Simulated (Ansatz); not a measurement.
An Ansatz (a first-principles code) run. Input:

Ansatz 0.2 input:
```yaml
crystal:
  lattice:
    - [3.717372033, 0.0, 0.0]
    - [-1.8586860165, 3.2193386159, 0.0]
    - [0.0, 0.0, 6.1814070518]
  atoms:
    - { symbol: Cu, position: [0.3333333333, 0.6666666667, 0.00859995] }
    - { symbol: Cu, position: [0.6666666667, 0.3333333333, 0.50859995] }
    - { symbol: Cl, position: [0.3333333333, 0.6666666667, 0.37640005] }
    - { symbol: Cl, position: [0.6666666667, 0.3333333333, 0.87640005] }
kpoints:
  mp_grid: { grid: [6, 6, 4] }
hamiltonian:
  xc: hse06
  pseudopotentials: { kind: paw }
scf:
  n_extra_bands: 6
  occupations: { method: fixed }
output:
  eigenvalues: true
  eigenstates:
    e_range: [-9.0, 8.9]
    kpoints:
      - [0.0, 0.0, 0.0]  # VBM
      - [0.0, 0.0, 0.0]  # CBM
      - [0.0, 0.0, 0.0]  # GAMMA
      - [0.0, 0.0, 0.5]  # A
      - [0.3333333333, 0.3333333333, 0.0]  # K
      - [0.3333333333, 0.3333333333, 0.5]  # H
      - [0.5, 0.0, 0.0]  # M
      - [0.5, 0.0, 0.5]  # L
```

Output (shortened):

```
Pseudopotential: Cu, paw, valence charge 19
Pseudopotential: Cl, paw, valence charge 7
Functional definition: HSE06
davidson cushion auto → on  (no smearing: the cushion is to keep the highest requested band from converging to the state above it …
Crystal: 4 atoms, lattice volume = 73.976 Å³
Basis set: ecut = 420 eV, 1425 PW (Γ)
Bands: 32, of which v1, the nominal top of the filled ones, is band 26 counted from 1 (25 counted from 0)
Symmetry: 12 space group operations
Space group: P63mc (ITA 186), of the structure as read, at distance tolerance 4.2e-5 Å
k-points: 21 of 144 (time reversal used)
SCF iter   1: F=—  HF=-15410.781255 eV  |F-HF|=—  |Δ(HF+E_count)|=         —  Δρ=1.84e-3  dr2=1.59e-3  ethr=1.77e-3  ⟨swp⟩=8.4  Hψ=3220  notcnv=0
preconditioner: auto → none
SCF iter   2: F=—  HF=-15410.782573 eV  |F-HF|=—  |Δ(HF+E_count)|=   1.32e-3  Δρ=2.30e-3  dr2=2.37e-3  ethr=3.07e-6  ⟨swp⟩=4.5  Hψ=2674  notcnv=0
iter 3 solved again at ethr=1.89e-7 eV; its pass at ethr=3.07e-6 eV (dr2=9.82e-5 eV) is discarded
SCF iter   3: F=—  HF=-15410.781994 eV  |F-HF|=—  |Δ(HF+E_count)|=   5.79e-4  Δρ=4.62e-4  dr2=9.75e-5  ethr=1.89e-7  ⟨swp⟩=2.2  Hψ=3322  notcnv=0
SCF iter   4: F=-15410.782017 eV  HF=-15410.782010 eV  |F-HF|=6.81e-6  |Δ(HF+E_count)|=   1.69e-5  Δρ=9.28e-5  dr2=3.17e-6  ethr=1.87e-7  ⟨swp⟩=3.0  Hψ=1773  notcnv=0
SCF 1 stopped early in 4 iterations: F = -15410.782017 eV  dr2 = 3.17e-6
Crystal: 4 atoms, lattice volume = 73.976 Å³
Exchange kernel: α = 0.2500, screened, ω = 0.2079 Å⁻¹, Wigner–Seitz truncation, v(0) = 1046.4792 eV·Å³, q-mesh 6×6×4, nearest image of the exchange supercell L …
Frozen-core exchange: fock
SCF iter   1: F=—  HF=-15411.110474 eV  |F-HF|=—  |Δ(HF+E_count)|=         —  Δρ=3.81e-2  dr2=7.30e-1  ethr=6.10e-8  ⟨swp⟩=8.0  Hψ=4396  notcnv=0
preconditioner: auto → none
SCF iter   2: F=—  HF=-15411.102931 eV  |F-HF|=—  |Δ(HF+E_count)|=   7.54e-3  Δρ=2.94e-2  dr2=4.45e-1  ethr=6.10e-8  ⟨swp⟩=7.3  Hψ=4113  notcnv=0
SCF iter   3: F=—  HF=-15410.953042 eV  |F-HF|=—  |Δ(HF+E_count)|=   1.50e-1  Δρ=6.23e-3  dr2=2.22e-2  ethr=6.10e-8  ⟨swp⟩=7.0  Hψ=3744  notcnv=0
SCF iter   4: F=—  HF=-15410.976824 eV  |F-HF|=—  |Δ(HF+E_count)|=   2.38e-2  Δρ=3.50e-3  dr2=6.00e-3  ethr=6.10e-8  ⟨swp⟩=5.4  Hψ=3117  notcnv=0
SCF iter   5: F=—  HF=-15410.975596 eV  |F-HF|=—  |Δ(HF+E_count)|=   1.23e-3  Δρ=2.04e-4  dr2=5.77e-5  ethr=6.10e-8  ⟨swp⟩=5.0  Hψ=2825  notcnv=0
SCF iter   6: F=—  HF=-15410.975964 eV  |F-HF|=—  |Δ(HF+E_count)|=   3.69e-4  Δρ=2.42e-4  dr2=4.19e-5  ethr=3.74e-8  ⟨swp⟩=4.2  Hψ=2506  notcnv=0
SCF iter   7: F=-15410.975950 eV  HF=-15410.975950 eV  |F-HF|=3.04e-7  |Δ(HF+E_count)|=   1.45e-5  Δρ=4.20e-5  dr2=1.83e-6  ethr=3.74e-8  ⟨swp⟩=3.3  Hψ=1880  notcnv=0
SCF 2 stopped early in 7 iterations: F = -15410.975950 eV  dr2 = 1.83e-6
hybrid outer 1: dexx = +2.881e-2 eV, tail = 1.51e-4 eV
Crystal: 4 atoms, lattice volume = 73.976 Å³
Exchange kernel: α = 0.2500, screened, ω = 0.2079 Å⁻¹, Wigner–Seitz truncation, v(0) = 1046.4792 eV·Å³, q-mesh 6×6×4, nearest image of the exchange supercell L …
Frozen-core exchange: fock
SCF iter   1: F=—  HF=-15410.975496 eV  |F-HF|=—  |Δ(HF+E_count)|=         —  Δρ=1.54e-4  dr2=9.71e-6  ethr=1.45e-6  ⟨swp⟩=3.0  Hψ=1603  notcnv=0
preconditioner: auto → none
iter 2 solved again at ethr=1.58e-10 eV; its pass at ethr=1.60e-8 eV (dr2=8.21e-8 eV) is discarded
SCF iter   2: F=—  HF=-15410.975496 eV  |F-HF|=—  |Δ(HF+E_count)|=   2.11e-7  Δρ=2.24e-5  dr2=3.37e-7  ethr=1.58e-10  ⟨swp⟩=3.0  Hψ=3844  notcnv=0
SCF iter   3: F=-15410.975498 eV  HF=-15410.975498 eV  |F-HF|=4.80e-8  |Δ(HF+E_count)|=   2.01e-6  Δρ=5.83e-6  dr2=3.48e-8  ethr=1.58e-10  ⟨swp⟩=4.5  Hψ=2474  notcnv=0  defer=1
SCF 3 converged in 3 iterations: F = -15410.975498 eV  dr2 = 3.48e-8
hybrid outer 2: dexx = +1.044e-6 eV, tail = 3.54e-7 eV, Δε = 6.86e-3 eV (about 4.73e-4 eV left of the loop's levels)
NSCF: frozen V_eff on 8 k-points
hybrid SCF converged: 2 outer / 10 inner (+4 warm-up), last move |dexx| = 1.04e-6 eV, tail = 3.54e-7 eV
Stability not checked (fock_operator)
Free energy (F): -15410.975497 eV
Frozen-core exchange: fock
Harris-Foulkes:  -15410.975497 eV  (|F-HF|=4.80e-8)
Internal energy: -15410.975497 eV  (E = F + TS)
E sigma→0 (E₀):  -15410.975497 eV
Fermi energy:    7.059075 eV
--- Per-component energies (eV) ---
  E_band       = -1133.148857
  E_kinetic    = 927.927057
  E_local      = -11577.469725  (includes V_loc(G=0)·N_el)
  E_nonlocal   = 891.617091
  E_hartree    = 5121.595646
  E_xc         = -311.899145
  E_vxc        = -373.472652  (∫ρ·V_xc dr)
  E_exx        = -250.285225  (= α·E_x^exact, valence–valence)
  E_paw        = -4517.390599  (= ΣΔE_a)
  E_vpaw       = -744.357325  (= ΣTr[D̂ρ^β])
  E_aug_tail   = 0.000696  (compensation charges beyond the density's cutoff)
  E_ewald      = -5694.398461
  E_core_change = -0.672832  (= ΣΔE_core)
  E_smearing   =  0.000000  (= −TS)
  E_closure    =  0.000000  (closes the sum)
  Σ components = -15410.975497   (vs F -15410.975497, Δ=-1.82e-12)
  [band-id]    e_kinetic+e_local+e_nonlocal+2·e_hartree+e_vxc+2·e_exx+e_vpaw+e_augmentation_tail = -1133.134016   (vs E_band -1133.148857, Δ=1.48e-2)
--- Band table (eV; the first three rows and the last of 21) ---
  k-point 0: bands = ["-109.0426", "-109.0425", "-64.9243", "-64.9243", "-64.9201", "-64.9201", "-64.9201", "-64.9201", "-11.3036", "-10.7454", "0.0421", "1.6567", "1.8042", "1.8042", "1.8975", "1.8975", "4.8502", "4.8502", "5.0574", "5.0574", "5.0717", …
  k-point 1: bands = ["-109.0426", "-109.0426", "-64.9243", "-64.9243", "-64.9201", "-64.9201", "-64.9201", "-64.9201", "-11.2273", "-10.8332", "0.2545", "1.3882", "1.8133", "1.8133", "1.8789", "1.8789", "4.8890", "4.8890", "5.0390", "5.0390", "5.2958", …
  k-point 2: bands = ["-109.0426", "-109.0426", "-64.9244", "-64.9244", "-64.9201", "-64.9201", "-64.9201", "-64.9201", "-11.0361", "-11.0361", "0.7942", "0.7942", "1.8415", "1.8415", "1.8415", "1.8415", "4.9736", "4.9736", "4.9736", "4.9736", "5.8727", …
  k-point 20: bands = ["-109.0426", "-109.0426", "-64.9244", "-64.9244", "-64.9204", "-64.9204", "-64.9200", "-64.9200", "-10.5811", "-10.5811", "0.4728", "0.4728", "1.0707", "1.0707", "1.9631", "1.9631", "4.8028", "4.8028", "5.0851", "5.0851", "5.3168", …
```

Cost: roughly 4 core-minutes on shared cores.

The points marked VBM and CBM come from a semilocal run.

Space group P6_3mc (wurtzite). The workflow started from an entry of the Crystallography Open Database (COD), which files this formula under 2 space groups. It is not the phase usual at ambient conditions (space group No. 216). Symmetry was held in the PBEsol relaxation; of distortions, only those at the zone centre were tested. No spin polarisation was allowed.

Potentials: the later of the program's two PAW sets.

Ansatz is a plane-wave DFT program.
